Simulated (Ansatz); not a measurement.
## SiCO$_{4}$: computed property card

SiCO4:
```yaml
crystal:
  lattice:
    - [-2.18939, 2.18939, 3.27480]
    - [2.18939, -2.18939, 3.27480]
    - [2.18939, 2.18939, -3.27480]
  atoms:
    - { symbol: Si, position: [0.00000, 0.00000, 0.00000] }
    - { symbol: C, position: [0.75000, 0.25000, 0.50000] }
    - { symbol: O, position: [0.41353, 0.27670, 0.42699] }
    - { symbol: O, position: [0.84970, 0.98654, 0.57301] }
    - { symbol: O, position: [0.72330, 0.15030, 0.13684] }
    - { symbol: O, position: [0.01346, 0.58647, 0.86316] }
```

Space group I-4 (No. 82); conventional cell a = b = 4.3788 Å, c = 6.5496 Å, α = β = γ = 90.00°.

Method: PBEsol (plane waves, PAW; program Ansatz). Structure relaxed to zero pressure with the same functional. Other levels are named where they apply.

### Cell and energy

```
Quantity                                                      Result
-----------------------------------------------------  -------------
Volume per atom                                             10.47 Å³
Density                                                   2.75 g/cm³
Formation energy from the elements (no fitted shifts)  -1.87 eV/atom
```

### Electronic structure

```
Quantity                                                Value
----------------------------------------  -------------------
Band gap                                   6.96 eV (indirect)
Valence-band maximum                                     at M
Conduction-band minimum                                  at Γ
Smallest direct gap on the standard path              7.30 eV
Electron effective mass                   0.56 mₑ (isotropic)
```

### Mechanics

```
Item                                   Value
----------------------------------  --------
Bulk modulus (Birch–Murnaghan fit)  63.9 GPa
Pressure derivative B′                   2.9
```

### Dielectric response

```
Quantity                                                                         Value
--------------------------------------------------------  ----------------------------
Electronic dielectric constant ε∞ (DFPT)                     2.71 (xx = yy), 2.73 (zz)
Static dielectric constant ε0 (ions relaxed, cell fixed)     4.89 (xx = yy), 5.27 (zz)
Born charges (a third of the trace)                       Si +3.42, C +2.90, O -1.58 e
```

### Phonons

```
Quantity                                                             Value
--------------------------------------------------  ----------------------
Highest zone-centre frequency (without LO–TO term)               1084 cm⁻¹
Zone-centre stability                               no imaginary mode at Γ
```

The start of the workflow was typed in or built on a structure type; neither database checked (COD, Materials Project) lists it. Its standing as an ambient phase is unchecked. The PBEsol relaxation kept the symmetry of its start. The references are the lowest solids computed at this level, not always the standard phases (solids in place of the gases).

Potentials: the later of the program's two PAW sets.
